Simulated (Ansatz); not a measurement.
The cell is built from the CsCl type as a first guess.

An input for ScZn and the output that it gave: DFT, r2SCAN, PAW with Ansatz's default frozen-core files, scalar-relativistic (Ansatz 0.2.0).

Command: `ansatz run input.yaml --threads 1 --pin off --max-ram 2048MiB --backend cpu --events-out ev --progress --plain --runs-dir out` The run took 64 s on 1 thread of Intel(R) Xeon(R) Processor @ 2.50GHz (Skylake/Cascade Lake), on a shared host, peak memory 0.44 GiB.

```yaml
crystal:
  lattice:
    - [3.2613326396, 0.0, 0.0]
    - [0.0, 3.2613326396, 0.0]
    - [0.0, 0.0, 3.2613326396]
  atoms:
    - { symbol: Sc, position: [0.0, 0.0, 0.0] }
    - { symbol: Zn, position: [0.5, 0.5, 0.5] }
kpoints:
  mp_grid: { grid: [11, 11, 11] }
scf:
  occupations: { method: fermi_dirac, width: 0.05 }
hamiltonian:
  xc: r2scan
  pseudopotentials: { kind: paw }
output:
  forces: true
  stress: true
relax:
  f_tol: 0.005
  max_steps: 80
  cell: {}
```

Output:

```
Engine: ansatz 0.2.0
Pseudopotentials: kind: paw
Pseudopotential: Sc, paw, valence charge 11, recommended cutoff 500 eV (meta_gga)
Pseudopotential: Zn, paw, valence charge 12, recommended cutoff 500 eV (meta_gga)
Functional definition: r2SCAN
  parameter k0 = 0.174
  parameter k1 = 0.065
  parameter a1 = 4.9479
  exchange = r2scan_x(k0 = k0, k1 = k1, a1 = a1)
  correlation = r2scan_c
Crystal: 2 atoms, lattice volume = 34.688 Å³
Basis set: ecut = 500 eV, 895 PW (Γ), exchange–correlation on 96×96×96 points (64 copies of the dense FFT grid, shifted against one another)
Bands: 16, of which v1, the nominal top of the filled ones, is band 12 counted from 1 (11 counted from 0)
Symmetry: 48 space group operations
Space group: Pm-3m (ITA 221), of the structure as read, at distance tolerance 3.3e-5 Å
k-points: 56 of 1331
Non-local potential: Sc, projectors of the file, l = 0: 3, l = 1: 2, l = 2: 3, l = 3: 1
Non-local potential: Zn, projectors of the file, l = 0: 2, l = 1: 2, l = 2: 3, l = 3: 1
PAW form: soft (Blöchl's): semilocal exchange-correlation on the pseudo side does not see the compensation charge
PAW frozen core: Sc, regenerated for the run's functional (the file was generated under x = pbe(κ = 0.804, μ = 0.2195149727645171), c = pbe(β = 0.06672455060314922))
PAW frozen core: Zn, regenerated for the run's functional (the file was generated under x = pbe(κ = 0.804, μ = 0.2195149727645171), c = pbe(β = 0.06672455060314922))
PAW one-centre angular grid: Sc, 590 points (default); XC on 160 Gauss nodes
PAW one-centre angular grid: Zn, 590 points (default); XC on 261 of its mesh's 2673 points in the sphere
Initial density: superposition of atomic densities (neutral atoms: chi_scale 0, normalization atom), corrected by the library's trained network
Initial wavefunctions: pseudopotential atomic-orbital guess
Functional: x = r2scan, c = r2scan; τ floored in thin density (d = 2e-4 eV/Å³)
SCF iter   1: F=—  HF=-5467.072169 eV  |F-HF|=—  |Δ(HF+E_count)|=         —  Δρ=2.12e-2  dr2=1.63e-1  dr2_τ=5.15e-3  ethr=1.77e-3  ⟨swp⟩=5.5  Hψ=4566  notcnv=0
preconditioner: auto → none  [metal: Δε(μ)=0.066 eV  Ē_g=8.954 eV  σ=0.050 eV  W_gap=0.31  n_scr=6 (ndim 8)  ℏωp=24.4 eV  f_vac=0.000  D(μ)=1.04/eV (n_scr^D=6)  sad-step TF]
SCF iter   2: F=—  HF=-5467.073701 eV  |F-HF|=—  |Δ(HF+E_count)|=   1.53e-3  Δρ=5.67e-3  dr2=1.72e-2  dr2_τ=7.75e-4  ethr=7.07e-4  ⟨swp⟩=2.0  Hψ=2009  notcnv=0
SCF iter   3: F=—  HF=-5467.064932 eV  |F-HF|=—  |Δ(HF+E_count)|=   8.77e-3  Δρ=3.17e-3  dr2=2.11e-3  dr2_τ=4.76e-4  ethr=7.47e-5  ⟨swp⟩=2.0  Hψ=1731  notcnv=0
SCF iter   4: F=—  HF=-5467.064507 eV  |F-HF|=—  |Δ(HF+E_count)|=   4.24e-4  Δρ=9.01e-4  dr2=1.19e-4  dr2_τ=3.48e-5  ethr=9.18e-6  ⟨swp⟩=2.0  Hψ=1684  notcnv=0
SCF iter   5: F=—  HF=-5467.064618 eV  |F-HF|=—  |Δ(HF+E_count)|=   1.10e-4  Δρ=3.46e-4  dr2=1.63e-5  dr2_τ=3.57e-6  ethr=5.19e-7  ⟨swp⟩=2.1  Hψ=1471  notcnv=0
SCF iter   6: F=—  HF=-5467.064643 eV  |F-HF|=—  |Δ(HF+E_count)|=   2.53e-5  Δρ=2.28e-5  dr2=1.00e-7  dr2_τ=2.79e-8  ethr=4.35e-10  ⟨swp⟩=4.0  Hψ=4194  notcnv=0
SCF iter   7: F=-5467.064643 eV  HF=-5467.064643 eV  |F-HF|=3.43e-10  |Δ(HF+E_count)|=   1.23e-7  Δρ=3.40e-6  dr2=2.10e-9  dr2_τ=1.74e-10  ethr=4.35e-10  ⟨swp⟩=4.1  Hψ=2975  notcnv=0
SCF 1 converged in 7 iterations: F = -5467.064643 eV  dr2 = 2.10e-9
  greatest PAW one-centre occupation: 0.998 electrons in one spin orbital (limit 2), on the Sc atom at site 0 (counted from 0), in its partial waves of l = 0
relax step   1: F+E_penalty+E_count = -5467.06464297 eV  Δ(F+E_penalty+E_count) = +0.000e0 eV  max|allowed force component| = 7.231e-30 eV/Å  Δτ_max = 0.0000 Å  P = +5.884 GPa  Ω = 34.688 Å³  (7 SCF iters, dr2 threshold 1.00e-7 eV, accepted)
Crystal: 2 atoms, lattice volume = 38.583 Å³
Basis set: ecut = 500 eV, 949 PW (Γ), exchange–correlation on 96×96×96 points (64 copies of the dense FFT grid, shifted against one another)
Initial density: handed on by an earlier stage of this run
Initial wavefunctions: those handed on with the density
iter 1 solved again at ethr=1.98e-4 eV; its pass at ethr=3.10e-3 eV (dr2=4.56e-2 eV) is discarded
SCF iter   1: F=—  HF=-5466.899645 eV  |F-HF|=—  |Δ(HF+E_count)|=         —  Δρ=1.31e-2  dr2=4.45e-2  dr2_τ=9.65e-2  ethr=1.98e-4  ⟨swp⟩=1.6  Hψ=6367  notcnv=0
preconditioner: auto → none  [metal: Δε(μ)=0.019 eV  Ē_g=8.204 eV  σ=0.050 eV  W_gap=0.09  n_scr=6 (ndim 8)  ℏωp=23.2 eV  f_vac=0.000  D(μ)=1.26/eV (n_scr^D=6)]
SCF iter   2: F=—  HF=-5467.089462 eV  |F-HF|=—  |Δ(HF+E_count)|=   1.90e-1  Δρ=6.85e-3  dr2=9.26e-3  dr2_τ=1.40e-4  ethr=1.93e-4  ⟨swp⟩=3.3  Hψ=2094  notcnv=0
SCF iter   3: F=—  HF=-5467.083948 eV  |F-HF|=—  |Δ(HF+E_count)|=   5.51e-3  Δρ=1.45e-3  dr2=9.66e-4  dr2_τ=2.46e-5  ethr=4.03e-5  ⟨swp⟩=2.0  Hψ=1949  notcnv=0
SCF iter   4: F=—  HF=-5467.083954 eV  |F-HF|=—  |Δ(HF+E_count)|=   6.25e-6  Δρ=9.31e-4  dr2=4.55e-4  dr2_τ=2.83e-5  ethr=4.20e-6  ⟨swp⟩=2.0  Hψ=1755  notcnv=0
SCF iter   5: F=—  HF=-5467.083853 eV  |F-HF|=—  |Δ(HF+E_count)|=   1.00e-4  Δρ=3.10e-4  dr2=3.30e-5  dr2_τ=6.10e-7  ethr=1.98e-6  ⟨swp⟩=2.6  Hψ=1473  notcnv=0
SCF iter   6: F=—  HF=-5467.083878 eV  |F-HF|=—  |Δ(HF+E_count)|=   2.50e-5  Δρ=1.99e-4  dr2=1.39e-5  dr2_τ=5.67e-7  ethr=1.43e-7  ⟨swp⟩=2.0  Hψ=1536  notcnv=0
SCF iter   7: F=—  HF=-5467.083876 eV  |F-HF|=—  |Δ(HF+E_count)|=   1.86e-6  Δρ=6.50e-5  dr2=1.74e-6  dr2_τ=5.98e-8  ethr=6.04e-8  ⟨swp⟩=2.6  Hψ=1509  notcnv=0
SCF iter   8: F=—  HF=-5467.083876 eV  |F-HF|=—  |Δ(HF+E_count)|=   2.14e-7  Δρ=2.75e-5  dr2=2.87e-7  dr2_τ=1.18e-8  ethr=7.58e-9  ⟨swp⟩=1.7  Hψ=1162  notcnv=0
SCF iter   9: F=-5467.083876 eV  HF=-5467.083876 eV  |F-HF|=2.29e-9  |Δ(HF+E_count)|=   4.06e-8  Δρ=3.29e-6  dr2=2.30e-9  dr2_τ=5.01e-11  ethr=8.70e-10  ⟨swp⟩=4.9  Hψ=3412  notcnv=0
SCF 2 converged in 9 iterations: F = -5467.083876 eV  dr2 = 2.30e-9
relax step   2: F+E_penalty+E_count = -5467.08387615 eV  Δ(F+E_penalty+E_count) = -1.923e-2 eV  max|allowed force component| = 2.909e-30 eV/Å  Δτ_max = 0.0000 Å  P = -3.315 GPa  Ω = 38.583 Å³  energy of the carried Pulay correction = -1.898e-3 eV  (9 SCF iters, dr2 threshold 2.00e-7 eV, accepted)
Crystal: 2 atoms, lattice volume = 37.083 Å³
Basis set: ecut = 500 eV, 925 PW (Γ), exchange–correlation on 96×96×96 points (64 copies of the dense FFT grid, shifted against one another)
iter 1 solved again at ethr=2.13e-5 eV; its pass at ethr=3.10e-3 eV (dr2=4.91e-3 eV) is discarded
SCF iter   1: F=—  HF=-5467.073755 eV  |F-HF|=—  |Δ(HF+E_count)|=         —  Δρ=4.51e-3  dr2=5.17e-3  dr2_τ=1.24e-2  ethr=2.13e-5  ⟨swp⟩=2.0  Hψ=5950  notcnv=0
preconditioner: auto → none  [metal: Δε(μ)=0.030 eV  Ē_g=8.011 eV  σ=0.050 eV  W_gap=0.15  n_scr=6 (ndim 8)  ℏωp=23.6 eV  f_vac=0.000  D(μ)=1.24/eV (n_scr^D=6)]
SCF iter   2: F=—  HF=-5467.103027 eV  |F-HF|=—  |Δ(HF+E_count)|=   2.93e-2  Δρ=2.56e-3  dr2=1.48e-3  dr2_τ=2.20e-5  ethr=2.13e-5  ⟨swp⟩=2.0  Hψ=1775  notcnv=0
SCF iter   3: F=—  HF=-5467.102224 eV  |F-HF|=—  |Δ(HF+E_count)|=   8.03e-4  Δρ=5.25e-4  dr2=1.00e-4  dr2_τ=2.74e-6  ethr=6.45e-6  ⟨swp⟩=2.0  Hψ=1671  notcnv=0
SCF iter   4: F=—  HF=-5467.102222 eV  |F-HF|=—  |Δ(HF+E_count)|=   2.45e-6  Δρ=2.18e-4  dr2=2.51e-5  dr2_τ=1.44e-6  ethr=4.37e-7  ⟨swp⟩=2.1  Hψ=1381  notcnv=0
SCF iter   5: F=—  HF=-5467.102217 eV  |F-HF|=—  |Δ(HF+E_count)|=   4.69e-6  Δρ=7.34e-5  dr2=1.24e-6  dr2_τ=5.42e-8  ethr=1.09e-7  ⟨swp⟩=2.0  Hψ=1078  notcnv=0
SCF iter   6: F=—  HF=-5467.102218 eV  |F-HF|=—  |Δ(HF+E_count)|=   1.47e-6  Δρ=4.15e-5  dr2=4.32e-7  dr2_τ=2.51e-8  ethr=8.70e-10  ⟨swp⟩=5.1  Hψ=3675  notcnv=0
SCF iter   7: F=-5467.102219 eV  HF=-5467.102219 eV  |F-HF|=3.68e-9  |Δ(HF+E_count)|=   1.71e-7  Δρ=8.01e-6  dr2=1.48e-8  dr2_τ=2.18e-9  ethr=8.70e-10  ⟨swp⟩=5.0  Hψ=3266  notcnv=0
SCF 3 converged in 7 iterations: F = -5467.102219 eV  dr2 = 1.48e-8
relax step   3: F+E_penalty+E_count = -5467.10221865 eV  Δ(F+E_penalty+E_count) = -1.834e-2 eV  max|allowed force component| = 8.940e-30 eV/Å  Δτ_max = 0.0000 Å  P = -0.349 GPa  Ω = 37.083 Å³  energy of the carried Pulay correction = -1.191e-3 eV  (7 SCF iters, dr2 threshold 2.00e-7 eV, accepted)
Crystal: 2 atoms, lattice volume = 36.930 Å³
iter 1 solved again at ethr=4.53e-7 eV; its pass at ethr=3.10e-3 eV (dr2=1.04e-4 eV) is discarded
SCF iter   1: F=—  HF=-5467.102159 eV  |F-HF|=—  |Δ(HF+E_count)|=         —  Δρ=4.88e-4  dr2=6.12e-5  dr2_τ=1.39e-4  ethr=4.53e-7  ⟨swp⟩=2.0  Hψ=5284  notcnv=0
preconditioner: auto → none  [metal: Δε(μ)=0.025 eV  Ē_g=8.106 eV  σ=0.050 eV  W_gap=0.12  n_scr=6 (ndim 8)  ℏωp=23.7 eV  f_vac=0.000  D(μ)=1.23/eV (n_scr^D=6)]
SCF iter   2: F=—  HF=-5467.102474 eV  |F-HF|=—  |Δ(HF+E_count)|=   3.15e-4  Δρ=2.82e-4  dr2=1.72e-5  dr2_τ=2.47e-7  ethr=2.66e-7  ⟨swp⟩=2.0  Hψ=1501  notcnv=0
SCF iter   3: F=—  HF=-5467.102465 eV  |F-HF|=—  |Δ(HF+E_count)|=   9.29e-6  Δρ=5.75e-5  dr2=1.24e-6  dr2_τ=3.63e-8  ethr=7.49e-8  ⟨swp⟩=2.0  Hψ=1306  notcnv=0
SCF iter   4: F=—  HF=-5467.102464 eV  |F-HF|=—  |Δ(HF+E_count)|=   1.46e-8  Δρ=2.75e-5  dr2=3.89e-7  dr2_τ=2.25e-8  ethr=8.70e-10  ⟨swp⟩=5.3  Hψ=3635  notcnv=0
SCF iter   5: F=-5467.102464 eV  HF=-5467.102464 eV  |F-HF|=1.63e-8  |Δ(HF+E_count)|=   7.91e-8  Δρ=9.07e-6  dr2=2.01e-8  dr2_τ=8.95e-10  ethr=8.70e-10  ⟨swp⟩=4.6  Hψ=3061  notcnv=0
SCF 4 converged in 5 iterations: F = -5467.102464 eV  dr2 = 2.01e-8
relax step   4: F+E_penalty+E_count = -5467.10246443 eV  Δ(F+E_penalty+E_count) = -2.458e-4 eV  max|allowed force component| = 4.174e-30 eV/Å  Δτ_max = 0.0000 Å  P = -0.010 GPa  Ω = 36.930 Å³  energy of the carried Pulay correction = -1.117e-3 eV  (5 SCF iters, dr2 threshold 2.00e-7 eV, accepted)
Basis set: ecut = 500 eV, 925 PW (Γ), exchange–correlation on 100×100×100 points (64 copies of the dense FFT grid, shifted against one another)
Initial wavefunctions: pseudopotential atomic-orbital guess (no wavefunctions were taken with the density)
iter 1 solved again at ethr=1.66e-8 eV; its pass at ethr=3.10e-3 eV (dr2=3.83e-6 eV) is discarded
SCF iter   1: F=—  HF=-5467.103620 eV  |F-HF|=—  |Δ(HF+E_count)|=         —  Δρ=2.79e-4  dr2=1.87e-6  dr2_τ=9.46e-6  ethr=1.66e-8  ⟨swp⟩=3.0  Hψ=6872  notcnv=0
preconditioner: auto → none  [metal: Δε(μ)=0.025 eV  Ē_g=8.116 eV  σ=0.050 eV  W_gap=0.12  n_scr=6 (ndim 8)  ℏωp=23.7 eV  f_vac=0.000  D(μ)=1.22/eV (n_scr^D=6)]
SCF iter   2: F=—  HF=-5467.103723 eV  |F-HF|=—  |Δ(HF+E_count)|=   1.04e-4  Δρ=1.55e-4  dr2=1.26e-6  dr2_τ=1.53e-6  ethr=8.12e-9  ⟨swp⟩=2.0  Hψ=1313  notcnv=0
SCF iter   3: F=—  HF=-5467.103757 eV  |F-HF|=—  |Δ(HF+E_count)|=   3.39e-5  Δρ=6.58e-5  dr2=1.03e-6  dr2_τ=7.29e-8  ethr=5.48e-9  ⟨swp⟩=2.0  Hψ=1313  notcnv=0
SCF iter   4: F=—  HF=-5467.103758 eV  |F-HF|=—  |Δ(HF+E_count)|=   7.53e-7  Δρ=1.44e-5  dr2=2.44e-8  dr2_τ=7.98e-9  ethr=4.49e-9  ⟨swp⟩=2.0  Hψ=1291  notcnv=0
SCF iter   5: F=—  HF=-5467.103758 eV  |F-HF|=—  |Δ(HF+E_count)|=   1.54e-7  Δρ=4.25e-6  dr2=2.43e-9  dr2_τ=6.68e-10  ethr=1.06e-10  ⟨swp⟩=2.2  Hψ=1385  notcnv=0
SCF iter   6: F=—  HF=-5467.103758 eV  |F-HF|=—  |Δ(HF+E_count)|=   8.93e-9  Δρ=9.33e-7  dr2=8.81e-11  dr2_τ=5.99e-11  ethr=1.06e-11  ⟨swp⟩=2.0  Hψ=1313  notcnv=0
SCF iter   7: F=-5467.103758 eV  HF=-5467.103758 eV  |F-HF|=4.55e-12  |Δ(HF+E_count)|=   1.34e-9  Δρ=1.48e-7  dr2=3.81e-12  dr2_τ=4.77e-13  ethr=1.00e-12  ⟨swp⟩=5.1  Hψ=3686  notcnv=0
SCF 5 converged in 7 iterations: F = -5467.103758 eV  dr2 = 3.81e-12
relax step   5: F+E_penalty+E_count = -5467.10375804 eV  Δ(F+E_penalty+E_count) = -1.294e-3 eV  max|allowed force component| = 2.794e-30 eV/Å  Δτ_max = 0.0000 Å  P = +0.015 GPa  Ω = 36.930 Å³  stress off target by 1.55e-2 GPa  SCF on the basis re-selected at this cell (its energy is not comparable with the rows above)  (7 SCF iters)
basis re-selected at this cell: Δ(F+E_penalty+E_count) = -1.294e-3 eV, ΔP = +0.025 GPa vs the last step (what re-selecting the basis moved, of the pressure what is left beyond the Pulay correction that the steps carried, after the strain that the cell walked since its last selection, with what the two solves' SCF thresholds leave and, on support functions, any second-order correction that the steps lacked; it is no measure of the basis error at this ecutwfc). The dense FFT grid was sized anew with the basis: this SCF ran on 25×25×25 points, the steps before it on 24×24×24, so part of this shift can come from that change (see relax.cell in the input reference). This SCF's stress stands 1.55e-2 GPa from its target on what of the cell is left free (relax.cell.stress_tol is 5.00e-2 GPa) and its largest allowed force component is 2.79e-30 eV/Å (relax.f_tol is 5.00e-3 eV/Å): within both
SCF converged after 7 iterations
Free energy (F): -5467.103758 eV
Harris-Foulkes:  -5467.103758 eV  (|F-HF|=4.55e-12)
Internal energy: -5467.092916 eV  (E = F + TS)
E sigma→0 (E₀):  -5467.098337 eV
Entropy (-TS):   -0.010842 eV (-5.421 meV/atom)
Fermi energy:    10.769664 eV
--- Per-component energies (eV) ---
  E_band       = -119.202246
  E_kinetic    = 391.906306
  E_local      = -2370.422937  (includes V_loc(G=0)·N_el)
  E_nonlocal   = 691.538950
  E_hartree    = 936.511405
  E_xc         = -226.035608
  E_vxc        = -198.347779  (∫ρ·V_xc dr)
  E_paw        = -2806.848347  (= ΣΔE_a)
  E_vpaw       = -519.670303  (= ΣTr[D̂ρ^β])
  E_aug_tail   = -0.000057  (compensation charges beyond the density's cutoff)
  E_vtau       = 12.770821  (kinetic-family band-sum trace: ∫τ·v_τ [+ j·A + Jᵃ·Aᵃ] dr)
  E_ewald      = -2083.321518
  E_core_change = -0.421111  (= ΣΔE_core)
  E_smearing   = -0.010842  (= −TS)
  E_closure    = -0.000000  (closes the sum)
  Σ components = -5467.103758   (vs F -5467.103758, Δ=0.00e0)
--- Forces (eV/Å), atoms counted from 1 ---
  atom   1  Sc    -0.00000000     0.00000000     0.00000000
  atom   2  Zn     0.00000000     0.00000000    -0.00000000
  max |Σ_I F_I| component: 4.93e-30 eV/Å
--- Stress (GPa, compression-positive) ---
        0.015490      -0.000000      -0.000000
       -0.000000       0.015490       0.000000
       -0.000000       0.000000       0.015490
  P = ⅓ Tr σ = 0.0155 GPa (0.155 kbar)
--- Relaxed structure (4 steps of the walk, 4 accepted, 1 SCFs on fresh bases) ---
  F+E_penalty+E_count = -5467.10375804 eV   max|allowed force component| = 2.794e-30 eV/Å   (the final SCF, on the basis selected at the relaxed cell)
  cell:  # Å, volume = 36.9301 Å³
    - [3.3301209706830055, 5.216060266048763e-34, 1.733336949948512e-33]
    - [3.2901303216615278e-34, 3.3301209706830055, 6.419766481290786e-35]
    - [1.6691392851356043e-33, -1.2839532962581572e-34, 3.3301209706830055]
  atoms:
    - { symbol: Sc, position: [-2.4605610615054056e-35, 6.1514026537568e-36, 5.594668122067811e-49] }
    - { symbol: Zn, position: [0.5, 0.5, 0.5] }
```

Spin polarisation is left out, and whether a magnetic state lies lower isn't shown here.
